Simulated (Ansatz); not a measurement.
One crystal and one scan (energy against volume) at two levels, PBE (plane waves to 420 eV, PAW, scalar-relativistic; Ansatz, an electronic-structure program) and PBEsol (plane waves to 420 eV, PAW, scalar-relativistic; Ansatz), each from its own relaxed cell and on its own mesh. The cell shown is that of PBE.

PbSe (rock salt)

```xyz
2
Lattice="0.0000 3.1088 3.1088 3.1088 0.0000 3.1088 3.1088 3.1088 0.0000" Properties=species:S:1:pos:R:3 pbc="T T T"
Se     0.0000     0.0000     0.0000
Pb     3.1088     3.1088     3.1088
```

Equation-of-state scan: isotropic scaling of the cell above, V₀ being its volume. Symmetry pins the atoms to their sites.

Energies are smeared free energies. PbSe was relaxed with its symmetry unable to fall. Spin-orbit coupling is left out, though Pb is heavy. The PAW data are Ansatz's earlier set. Both scans cover V/V₀ from 0.900 to 1.100.

ΔE (meV/atom), each from the relaxed starting cell of its own level:

```csv
V/V₀,PBE,PBEsol
0.900,52.6,57.2
0.917,35.3,38.4
0.933,21.9,23.8
0.950,11.9,13.0
0.967,5.1,5.6
0.983,1.2,1.4
1.000,0.0,0.0
1.017,1.2,1.3
1.033,4.6,5.0
1.050,10.1,10.8
1.067,17.4,withheld
1.083,26.3,28.5
1.100,36.9,39.9
```

### Question
Estimate the PBEsol value at 1.067 from the PBE value there and the ratio of the two levels in the two nearest given rows on that side of the minimum.

### Answer
At 1.083 and 1.050 the ratio PBEsol/PBE averages 1.076, which gives 1.076 × 17.4 = 18.7 meV/atom. The calculation gives 18.7 meV/atom, +7.5 % against PBE.

(Under strain, the slope of the energy per volume gives the stress and its curvature an elastic modulus.)
